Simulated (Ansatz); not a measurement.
MoSe$_{2}$:
```
CELL_PARAMETERS angstrom
      3.27708     0.00000     0.00000
     -1.63854     2.83803     0.00000
      0.00000     0.00000    12.72582
ATOMIC_POSITIONS crystal
  Mo 0.66667 0.33333 0.75000
  Mo 0.33333 0.66667 0.25000
  Se 0.33333 0.66667 0.88153
  Se 0.66667 0.33333 0.11847
  Se 0.66667 0.33333 0.38153
  Se 0.33333 0.66667 0.61847
```

Relaxed with PBE+D3(BJ). Special points in fractions of this cell's reciprocal vectors: Γ (0.000, 0.000, 0.000); M (0.500, 0.000, 0.000); K (0.333, 0.333, 0.000); A (0.000, 0.000, 0.500); L (0.500, 0.000, 0.500); H (0.333, 0.333, 0.500).

**Question.** List the band energies nearest the valence-band maximum at these points for PBE+D3(BJ) with spin–orbit coupling in the plane-wave PAW code Ansatz.

**Answer.** In eV from the valence-band maximum; about four levels below and three above (degenerate sets whole), none deeper than 8.9 eV; points with the same levels are listed once.

```
k                    below                above
-  -----------------------  -------------------
Γ    -0.70 -0.70 0.00 0.00  2.31 2.31 2.40 2.40
M  -1.11 -1.11 -0.88 -0.88  1.53 1.53 1.59 1.59
K  -0.58 -0.58 -0.27 -0.27  1.14 1.14 1.15 1.15
A  -0.17 -0.17 -0.17 -0.17  2.33 2.33 2.33 2.33
L  -1.03 -1.03 -1.03 -1.03  1.56 1.56 1.56 1.56
H  -0.54 -0.54 -0.36 -0.36  1.15 1.15 1.17 1.17
```

Space group P6_3/mmc. The cell was relaxed with PBE+D3(BJ) under the symmetry of its start. The run is not spin-polarised.

Potentials: the earlier of the program's two PAW sets.
